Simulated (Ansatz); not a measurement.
ZrGe$_{2}$ in space group P6/mmm (No. 191; Zr on 1a, Ge on 2d) under volume change, the program Ansatz at the PBE level (PAW), shape and atoms relaxed at each volume.

```json
[
 {"V (Å³/atom)": "17.607", "E − E(relaxed) (meV/atom)": "51.5", "P (GPa)": "10.44"},
 {"V (Å³/atom)": "18.187", "E − E(relaxed) (meV/atom)": "21.4", "P (GPa)": "6.29"},
 {"V (Å³/atom)": "18.768", "E − E(relaxed) (meV/atom)": "5.0", "P (GPa)": "2.86"},
 {"V (Å³/atom)": "19.348", "E − E(relaxed) (meV/atom)": "0.0", "P (GPa)": "0.00"},
 {"V (Å³/atom)": "19.929", "E − E(relaxed) (meV/atom)": "4.5", "P (GPa)": "-2.45"},
 {"V (Å³/atom)": "20.509", "E − E(relaxed) (meV/atom)": "17.3", "P (GPa)": "-4.57"},
 {"V (Å³/atom)": "21.089", "E − E(relaxed) (meV/atom)": "37.2", "P (GPa)": "-6.38"}
]
```

### Question
What does a third-order Birch–Murnaghan fit give for V₀, B₀ and B′?

### Answer
V₀ = 19.34 Å³/atom, B₀ = 89.3 GPa, B′ = 4.5.

The cell is a constructed one: a structure type filled with these elements; neither database checked (COD, Materials Project) lists it. COD files the formula under space group No. 63. Whether it is the stable phase at ambient conditions was not checked. The PBE relaxation kept the symmetry of its start; whether a distortion lowers the energy is not shown. No spin polarisation was allowed.

Potentials: the earlier of the program's two PAW sets.
